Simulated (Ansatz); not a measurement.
Problem. BeS (wurtzite, P6_3mc) is relaxed with PBEsol (plane waves, PAW; program Ansatz). What lattice parameters of the conventional cell result?

Solution. a = 3.412 Å, c = 5.625 Å.

Problem. Give the free coordinates with the occupied sites.

Solution. In one choice of origin and axes:

| atom | site | symmetry | x | y | z |
|---|---|---|---|---|---|
| Be | 2b | 3m. | 0.6667 | 0.3333 | 0.4995 |
| S | 2b | 3m. | 0.6667 | 0.3333 | 0.1255 |

Problem. Is it a metal or does it have a gap at this level?

Solution. A gap of 3.44 eV, indirect.

The start of the workflow was typed in or built on a structure type; neither database checked (COD, Materials Project) lists it. COD files the formula under space group No. 216, so this cell is another polymorph or a model. Whether it is the stable phase at ambient conditions was not checked. The cell was relaxed with PBEsol under the symmetry of its start; phonons on a q-mesh show no instability.

Potentials: the later of the program's two PAW sets.
